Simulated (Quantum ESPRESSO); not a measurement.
# Al3MgN3O: input and log of a self-consistent run

A calculation, not a measurement. The program is pw.x of Quantum ESPRESSO 7.5 (plane-wave density functional theory). The cell is made up: 8 atoms on a rocksalt lattice, with randomly drawn elements, strain and displacements, not relaxed. PseudoDojo standard norm-conserving files (v0.5 for PBE, v0.4.1 for LDA and PBEsol) set the functional; there is no spin polarisation, spin-orbit coupling or dispersion term, and the masses in the input are unused placeholders.

Input:

```
&control calculation='scf', pseudo_dir='./dojo.nc.sr.pbe.v0_5.standard.upf', outdir='./o', disk_io='medium', tprnfor=.true., tstress=.true. /
&system ibrav=0, nat=8, ntyp=4, nbnd=26, ecutwfc=84.00895049, nosym=.true., tot_charge=0,
 occupations='smearing', smearing='fd', degauss=0.0018374661
/
&electrons conv_thr=7.350e-09, electron_maxstep=60, /
ATOMIC_SPECIES
Al 1.0 Al.upf
Mg 1.0 Mg.upf
N 1.0 N.upf
O 1.0 O.upf
CELL_PARAMETERS angstrom
4.1245 0.0181 -0.01
0.0181 4.0655 -0.0344
-0.01 -0.0344 4.1707
ATOMIC_POSITIONS angstrom
Al -0.0068 0.0176 -0.0935
Al -0.016 2.0929 1.9883
Mg 1.99 -0.1251 2.0294
Al 2.0994 2.0471 -0.0003
N 2.1528 -0.0663 0.0074
N 2.0154 2.0424 2.262
O 4.0631 0.0132 2.1349
N 4.227 2.1016 0.0567
K_POINTS automatic
4 4 4 1 1 1
```

The log is shortened where brackets say so; the opening notice, blank lines, dates and the lines on written files are dropped, and the path of the files is cut. It prints rydbergs, bohrs and kilobars, and counts compression as positive stress. With no partly filled state, the Fermi energy that it prints is only some level between the filled and the empty states on the mesh, and need not lie in the true gap.

```
     Program PWSCF v.7.5
     Parallel version (MPI & OpenMP), running on       1 processor cores
     Number of MPI processes:                 1
     Threads/MPI process:                     1
     [start-up lines left out]
     bravais-lattice index     =            0
     lattice parameter (alat)  =       7.7943  a.u.
     unit-cell volume          =     471.8996 (a.u.)^3
     number of atoms/cell      =            8
     number of atomic types    =            4
     number of electrons       =        40.00
     number of Kohn-Sham states=           26
     kinetic-energy cutoff     =      84.0090  Ry
     charge density cutoff     =     336.0358  Ry
     scf convergence threshold =      7.3E-09
     mixing beta               =       0.7000
     number of iterations used =            8  plain     mixing
     Exchange-correlation= PBE
                           (   1   4   3   4   0   0   0)
     [axes and pseudopotential details left out]
   Cartesian axes
     site n.     atom                  positions (alat units)
         1        Al     tau(   1) = (  -0.0016487   0.0042671  -0.0226691  )
         2        Al     tau(   2) = (  -0.0038792   0.5074248   0.4820645  )
         3        Mg     tau(   3) = (   0.4824767  -0.0303306   0.4920292  )
         4        Al     tau(   4) = (   0.5090008   0.4963206  -0.0000727  )
         5        N      tau(   5) = (   0.5219476  -0.0160745   0.0017941  )
         6        N      tau(   6) = (   0.4886349   0.4951811   0.5484232  )
         7        O      tau(   7) = (   0.9851010   0.0032003   0.5176078  )
         8        N      tau(   8) = (   1.0248386   0.5095341   0.0137469  )
     number of k points=    32  Fermi-Dirac smearing, width (Ry)=  0.0018
                       cart. coord. in units 2pi/alat
        k(    1) = (   0.1247458   0.1273177   0.1249661), wk =   0.0625000
        k(    2) = (   0.1253361   0.1294071   0.3722185), wk =   0.0625000
     [further k points left out]
     Dense  grid:    49085 G-vectors     FFT dimensions: (  45,  45,  45)
     Estimated max dynamical RAM per process >      58.65 MB
     Initial potential from superposition of free atoms
     starting charge      39.9918, renormalised to      40.0000
     Starting wfcs are   33 randomized atomic wfcs
     total cpu time spent up to now is        4.4 secs
     per-process dynamical memory:    40.2 Mb
     Self-consistent Calculation
     iteration #  1     ecut=    84.01 Ry     beta= 0.70
     Davidson diagonalization with overlap
     ethr =  1.00E-02,  avg # of iterations =  4.8
     total cpu time spent up to now is       11.3 secs
     total energy              =    -227.84441598 Ry
     estimated scf accuracy    <       1.87982111 Ry
     iteration #  2     ecut=    84.01 Ry     beta= 0.70
     Davidson diagonalization with overlap
     ethr =  4.70E-03,  avg # of iterations =  2.1
     total cpu time spent up to now is       17.2 secs
     total energy              =    -228.42103004 Ry
     estimated scf accuracy    <       1.29693874 Ry
     iteration #  3     ecut=    84.01 Ry     beta= 0.70
     Davidson diagonalization with overlap
     ethr =  3.24E-03,  avg # of iterations =  2.0
     total cpu time spent up to now is       21.8 secs
     total energy              =    -228.63255724 Ry
     estimated scf accuracy    <       0.02737827 Ry
     iteration #  4     ecut=    84.01 Ry     beta= 0.70
     Davidson diagonalization with overlap
     ethr =  6.84E-05,  avg # of iterations =  7.2
     total cpu time spent up to now is       28.8 secs
     total energy              =    -228.64508312 Ry
     estimated scf accuracy    <       0.00606230 Ry
     iteration #  5     ecut=    84.01 Ry     beta= 0.70
     Davidson diagonalization with overlap
     ethr =  1.52E-05,  avg # of iterations =  4.1
     total cpu time spent up to now is       34.5 secs
     total energy              =    -228.64574088 Ry
     estimated scf accuracy    <       0.00203398 Ry
     iteration #  6     ecut=    84.01 Ry     beta= 0.70
     Davidson diagonalization with overlap
     ethr =  5.08E-06,  avg # of iterations =  3.0
     total cpu time spent up to now is       40.0 secs
     total energy              =    -228.64568310 Ry
     estimated scf accuracy    <       0.00053025 Ry
     iteration #  7     ecut=    84.01 Ry     beta= 0.70
     Davidson diagonalization with overlap
     ethr =  1.33E-06,  avg # of iterations =  3.4
     total cpu time spent up to now is       45.6 secs
     total energy              =    -228.64573021 Ry
     estimated scf accuracy    <       0.00005619 Ry
     iteration #  8     ecut=    84.01 Ry     beta= 0.70
     Davidson diagonalization with overlap
     ethr =  1.40E-07,  avg # of iterations =  2.1
     total cpu time spent up to now is       50.5 secs
     total energy              =    -228.64574916 Ry
     estimated scf accuracy    <       0.00000190 Ry
     iteration #  9     ecut=    84.01 Ry     beta= 0.70
     Davidson diagonalization with overlap
     ethr =  4.74E-09,  avg # of iterations =  3.4
     total cpu time spent up to now is       55.7 secs
     total energy              =    -228.64574957 Ry
     estimated scf accuracy    <       0.00000062 Ry
     iteration # 10     ecut=    84.01 Ry     beta= 0.70
     Davidson diagonalization with overlap
     ethr =  1.55E-09,  avg # of iterations =  2.0
     total cpu time spent up to now is       60.2 secs
     total energy              =    -228.64574965 Ry
     estimated scf accuracy    <       0.00000003 Ry
     iteration # 11     ecut=    84.01 Ry     beta= 0.70
     Davidson diagonalization with overlap
     ethr =  7.31E-11,  avg # of iterations =  3.2
     total cpu time spent up to now is       66.7 secs
     End of self-consistent calculation
          k = 0.1247 0.1273 0.1250 (  6148 PWs)   bands (ev):
   -62.3856 -29.3141 -29.1953 -29.1716  -9.2234  -4.9630  -2.5594  -2.0284
     3.3989   3.6637   4.0022   5.8858   6.6302   6.7548   7.6560   8.0255
     8.6678   9.2828  10.2313  10.3748  14.1774  15.0198  15.8388  16.9927
    17.3013  17.6721
     [levels at the other k points left out]
     the Fermi energy is    12.3252 ev
!    total energy              =    -228.64574966 Ry
     estimated scf accuracy    <          5.0E-09 Ry
     smearing contrib. (-TS)   =       0.00000000 Ry
     internal energy E=F+TS    =    -228.64574966 Ry
     The total energy is F=E-TS. E is the sum of the following terms:
     one-electron contribution =     -90.20845349 Ry
     hartree contribution      =      67.87708376 Ry
     xc contribution           =     -50.15161536 Ry
     ewald contribution        =    -156.16276457 Ry
     convergence has been achieved in  11 iterations
     Forces acting on atoms (cartesian axes, Ry/au):
     atom    1 type  1   force =     0.00724108    0.00818973    0.01268728
     atom    2 type  1   force =     0.00235012   -0.03366340    0.04763781
     atom    3 type  2   force =     0.02039501    0.09911028    0.03376499
     atom    4 type  1   force =    -0.00224734   -0.02472432   -0.00122548
     atom    5 type  3   force =    -0.03027384    0.05464194    0.01406649
     atom    6 type  3   force =     0.02072986   -0.07330047   -0.08905586
     atom    7 type  4   force =     0.02118848    0.00094048   -0.00645549
     atom    8 type  3   force =    -0.03938336   -0.03119423   -0.01141974
     Total force =     0.191481     Total SCF correction =     0.000018
     Computing stress (Cartesian axis) and pressure
          total   stress  (Ry/bohr**3)                   (kbar)     P=       42.98
  -0.00041345  -0.00013595   0.00002841          -60.82      -20.00        4.18
  -0.00013595   0.00065021   0.00028561          -20.00       95.65       42.01
   0.00002841   0.00028561   0.00063966            4.18       42.01       94.10
     init_run     :      3.14s CPU      4.27s WALL (       1 calls)
     electrons    :     55.77s CPU     62.34s WALL (       1 calls)
     forces       :      1.27s CPU      1.30s WALL (       1 calls)
     stress       :      4.92s CPU      4.96s WALL (       1 calls)
     [timing details left out]
     PWSCF        :   1m 5.25s CPU   1m13.11s WALL
     JOB DONE.
```

In other units: free energy -3110.884 eV for the cell, pressure 4.30 GPa, largest force component 2.548 eV/Å. A rerun of a related cell, with the same atoms placed differently, at 1437 eV and a 6 x 6 x 6 mesh moved values by no more than 0.004 eV in energy, 0.02 GPa in stress and 0.010 eV/Å in force.